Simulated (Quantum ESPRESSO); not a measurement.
Si13GaGeN, input and log of a self-consistent run

A calculation, not a measurement. The program is pw.x of Quantum ESPRESSO 7.5 (plane-wave density functional theory). The cell is made up: 16 atoms on a doubled zincblende/diamond lattice, with randomly drawn elements, strain and displacements, not relaxed. PseudoDojo standard norm-conserving files (v0.5 for PBE, v0.4.1 for LDA and PBEsol) set the functional; there is no spin polarisation, spin-orbit coupling or dispersion term, and the masses in the input are unused placeholders.

Input:

```
&control calculation='scf', pseudo_dir='./dojo.nc.sr.pbe.v0_5.standard.upf', outdir='./o', disk_io='low', tprnfor=.true., tstress=.true. /
&system ibrav=0, nat=16, ntyp=4, nbnd=52, ecutwfc=84.00895049, nosym=.true., tot_charge=0,
 occupations='smearing', smearing='fd', degauss=0.0073498644
/
&electrons conv_thr=7.350e-09, electron_maxstep=60, /
ATOMIC_SPECIES
Ga 1.0 Ga.upf
Ge 1.0 Ge.upf
N 1.0 N.upf
Si 1.0 Si.upf
CELL_PARAMETERS angstrom
5.5273 -0.0277 -0.0177
-0.0277 5.5086 0.0022
-0.0348 0.0043 11.5053
ATOMIC_POSITIONS angstrom
Si -0.0205 0.0183 -0.0009
Si 0.0066 2.7825 2.9126
Si 2.7398 -0.0411 2.8436
Si 2.7435 2.7918 0.031
Ga -0.0101 0.068 5.7462
Si -0.0683 2.7152 8.6424
Si 2.7246 0.0148 8.6599
Si 2.7089 2.7473 5.7684
Si 1.3814 1.3685 1.4831
Si 1.3051 4.1462 4.3079
Si 4.1553 1.3657 4.3058
Ge 4.1271 4.0739 1.4133
Si 1.288 1.3874 7.2297
Si 1.3193 4.122 10.0761
N 4.1486 1.3567 10.0651
Si 4.0893 4.1139 7.1878
K_POINTS automatic
6 6 4 1 1 1
```

The log is shortened where brackets say so; the opening notice, blank lines, dates and the lines on written files are dropped, and the path of the files is cut. It prints rydbergs, bohrs and kilobars, and counts compression as positive stress.

```
     Program PWSCF v.7.5
     Parallel version (MPI & OpenMP), running on       4 processor cores
     Number of MPI processes:                 4
     Threads/MPI process:                     1
     [start-up lines left out]
     bravais-lattice index     =            0
     lattice parameter (alat)  =      10.4453  a.u.
     unit-cell volume          =    2363.9246 (a.u.)^3
     number of atoms/cell      =           16
     number of atomic types    =            4
     number of electrons       =        84.00
     number of Kohn-Sham states=           52
     kinetic-energy cutoff     =      84.0090  Ry
     charge density cutoff     =     336.0358  Ry
     scf convergence threshold =      7.3E-09
     mixing beta               =       0.7000
     number of iterations used =            8  plain     mixing
     Exchange-correlation= PBE
                           (   1   4   3   4   0   0   0)
     [axes and pseudopotential details left out]
   Cartesian axes
     site n.     atom                  positions (alat units)
         1        Si     tau(   1) = (  -0.0037088   0.0033108  -0.0001628  )
         2        Si     tau(   2) = (   0.0011941   0.5034014   0.5269387  )
         3        Si     tau(   3) = (   0.4956763  -0.0074357   0.5144555  )
         4        Si     tau(   4) = (   0.4963457   0.5050840   0.0056084  )
         5        Ga     tau(   5) = (  -0.0018273   0.0123024   1.0395850  )
         6        Si     tau(   6) = (  -0.0123566   0.4912257   1.5635567  )
         7        Si     tau(   7) = (   0.4929264   0.0026776   1.5667228  )
         8        Si     tau(   8) = (   0.4900860   0.4970332   1.0436014  )
         9        Si     tau(   9) = (   0.2499187   0.2475849   0.2683179  )
        10        Si     tau(  10) = (   0.2361147   0.7501179   0.7793722  )
        11        Si     tau(  11) = (   0.7517642   0.2470783   0.7789922  )
        12        Ge     tau(  12) = (   0.7466624   0.7370376   0.2556899  )
        13        Si     tau(  13) = (   0.2330210   0.2510042   1.3079753  )
        14        Si     tau(  14) = (   0.2386837   0.7457397   1.8229374  )
        15        N      tau(  15) = (   0.7505521   0.2454500   1.8209473  )
        16        Si     tau(  16) = (   0.7398237   0.7442743   1.3003949  )
     number of k points=    72  Fermi-Dirac smearing, width (Ry)=  0.0073
                       cart. coord. in units 2pi/alat
        k(    1) = (   0.0839489   0.0840158   0.0602753), wk =   0.0277778
        k(    2) = (   0.0843333   0.0839697   0.1803819), wk =   0.0277778
     [further k points left out]
     Dense  grid:   245975 G-vectors     FFT dimensions: (  64,  64, 128)
     Estimated max dynamical RAM per process >     858.74 MB
     Estimated total dynamical RAM >       3.18 GB
     Initial potential from superposition of free atoms
     starting charge      83.9885, renormalised to      84.0000
     Starting wfcs are   74 randomized atomic wfcs
     total cpu time spent up to now is       31.8 secs
     per-process dynamical memory:   727.4 Mb
     Self-consistent Calculation
     iteration #  1     ecut=    84.01 Ry     beta= 0.70
     Davidson diagonalization with overlap
     ethr =  1.00E-02,  avg # of iterations =  3.0
     Threshold (ethr) on eigenvalues was too large:
     Diagonalizing with lowered threshold
     Davidson diagonalization with overlap
     ethr =  8.95E-04,  avg # of iterations =  1.8
     total cpu time spent up to now is      164.4 secs
     total energy              =    -461.74267930 Ry
     estimated scf accuracy    <       0.77501397 Ry
     iteration #  2     ecut=    84.01 Ry     beta= 0.70
     Davidson diagonalization with overlap
     ethr =  9.23E-04,  avg # of iterations =  5.5
     total cpu time spent up to now is      245.5 secs
     total energy              =    -461.41158428 Ry
     estimated scf accuracy    <       3.92763403 Ry
     iteration #  3     ecut=    84.01 Ry     beta= 0.70
     Davidson diagonalization with overlap
     ethr =  9.23E-04,  avg # of iterations =  4.1
     total cpu time spent up to now is      321.2 secs
     total energy              =    -461.95510174 Ry
     estimated scf accuracy    <       0.28446692 Ry
     iteration #  4     ecut=    84.01 Ry     beta= 0.70
     Davidson diagonalization with overlap
     ethr =  3.39E-04,  avg # of iterations =  6.6
     total cpu time spent up to now is      400.4 secs
     total energy              =    -461.96666846 Ry
     estimated scf accuracy    <       0.52609349 Ry
     iteration #  5     ecut=    84.01 Ry     beta= 0.70
     Davidson diagonalization with overlap
     ethr =  3.39E-04,  avg # of iterations =  2.6
     total cpu time spent up to now is      464.9 secs
     total energy              =    -462.02638445 Ry
     estimated scf accuracy    <       0.03872439 Ry
     [iterations 6 to 9 left out]
     iteration # 10     ecut=    84.01 Ry     beta= 0.70
     Davidson diagonalization with overlap
     ethr =  6.07E-08,  avg # of iterations =  3.6
     total cpu time spent up to now is      819.8 secs
     total energy              =    -462.03673279 Ry
     estimated scf accuracy    <       0.00000818 Ry
     iteration # 11     ecut=    84.01 Ry     beta= 0.70
     Davidson diagonalization with overlap
     ethr =  9.74E-09,  avg # of iterations =  4.0
     total cpu time spent up to now is      881.6 secs
     total energy              =    -462.03673429 Ry
     estimated scf accuracy    <       0.00000057 Ry
     iteration # 12     ecut=    84.01 Ry     beta= 0.70
     Davidson diagonalization with overlap
     ethr =  6.77E-10,  avg # of iterations =  4.5
     total cpu time spent up to now is      949.3 secs
     total energy              =    -462.03673442 Ry
     estimated scf accuracy    <       0.00000027 Ry
     iteration # 13     ecut=    84.01 Ry     beta= 0.70
     Davidson diagonalization with overlap
     ethr =  3.24E-10,  avg # of iterations =  1.9
     total cpu time spent up to now is     1001.9 secs
     total energy              =    -462.03673444 Ry
     estimated scf accuracy    <       0.00000002 Ry
     iteration # 14     ecut=    84.01 Ry     beta= 0.70
     Davidson diagonalization with overlap
     ethr =  2.80E-11,  avg # of iterations =  4.2
     total cpu time spent up to now is     1066.1 secs
     End of self-consistent calculation
          k = 0.0839 0.0840 0.0603 ( 30742 PWs)   bands (ev):
   -18.8985 -18.8829 -18.8813 -18.8631 -18.8612  -8.7145  -8.7011  -8.6785
    -8.6339  -8.6319  -7.8620  -5.7398  -4.9176  -4.2552  -3.0160  -2.5983
    -2.4632  -2.1383  -1.8462  -1.6856  -1.5598  -1.2923  -0.7241   0.9259
     1.7350   1.7956   1.9661   2.2805   2.3717   2.5111   2.6436   2.7674
     2.8517   2.9321   3.0879   3.4921   3.6818   4.1050   4.1561   4.5125
     5.1541   5.4381   5.5331   6.5062   6.6592   6.7604   6.8686   6.9943
     7.1569   7.3464   7.5380   7.8420
     [levels at the other k points left out]
     the Fermi energy is     5.4549 ev
!    total energy              =    -462.03673445 Ry
     estimated scf accuracy    <          2.6E-09 Ry
     smearing contrib. (-TS)   =      -0.00633946 Ry
     internal energy E=F+TS    =    -462.03039498 Ry
     The total energy is F=E-TS. E is the sum of the following terms:
     one-electron contribution =    -230.65396092 Ry
     hartree contribution      =     158.02631648 Ry
     xc contribution           =    -130.54617070 Ry
     ewald contribution        =    -258.85657985 Ry
     convergence has been achieved in  14 iterations
     Forces acting on atoms (cartesian axes, Ry/au):
     atom    1 type  4   force =    -0.01668969    0.04105839   -0.03964237
     atom    2 type  4   force =     0.00125074   -0.01761898   -0.00426681
     atom    3 type  4   force =     0.00003370    0.00492569    0.02266443
     atom    4 type  4   force =     0.00169124   -0.05839302   -0.04086263
     atom    5 type  1   force =    -0.00098238   -0.02906133    0.00678566
     atom    6 type  4   force =    -0.04115292   -0.01538868    0.03676388
     atom    7 type  4   force =     0.03605315    0.02573717    0.01445578
     atom    8 type  4   force =    -0.00786848    0.00194961   -0.00759521
     atom    9 type  4   force =    -0.00782809    0.00559387   -0.02236781
     atom   10 type  4   force =     0.02667251    0.00034018    0.00803775
     atom   11 type  4   force =    -0.03153675    0.01181578   -0.01296162
     atom   12 type  2   force =     0.01291704    0.02311037    0.00824696
     atom   13 type  4   force =     0.03456882    0.00484928    0.01246795
     atom   14 type  4   force =    -0.00637684    0.00689360    0.00210370
     atom   15 type  3   force =     0.00260020   -0.00756159   -0.00257584
     atom   16 type  4   force =    -0.00335224    0.00174965    0.01874619
     Total force =     0.145937     Total SCF correction =     0.000184
     Computing stress (Cartesian axis) and pressure
          total   stress  (Ry/bohr**3)                   (kbar)     P=      -65.70
  -0.00037234   0.00004427   0.00003837          -54.77        6.51        5.64
   0.00004427  -0.00035704   0.00004394            6.51      -52.52        6.46
   0.00003837   0.00004394  -0.00061041            5.64        6.46      -89.79
     init_run     :     30.53s CPU     31.58s WALL (       1 calls)
     electrons    :   1023.07s CPU   1034.36s WALL (       1 calls)
     forces       :     12.35s CPU     12.46s WALL (       1 calls)
     stress       :     41.38s CPU     42.71s WALL (       1 calls)
     [timing details left out]
     PWSCF        :  18m27.69s CPU  18m41.80s WALL
     JOB DONE.
```

In other units: free energy -6286.330 eV for the cell, pressure -6.57 GPa, largest force component 1.501 eV/Å. A rerun of the same cell at another strain at a cutoff of 1437 eV and k mesh 8 x 8 x 6 moved values by no more than 0.002 eV in energy, 0.04 GPa in stress and 0.008 eV/Å in force.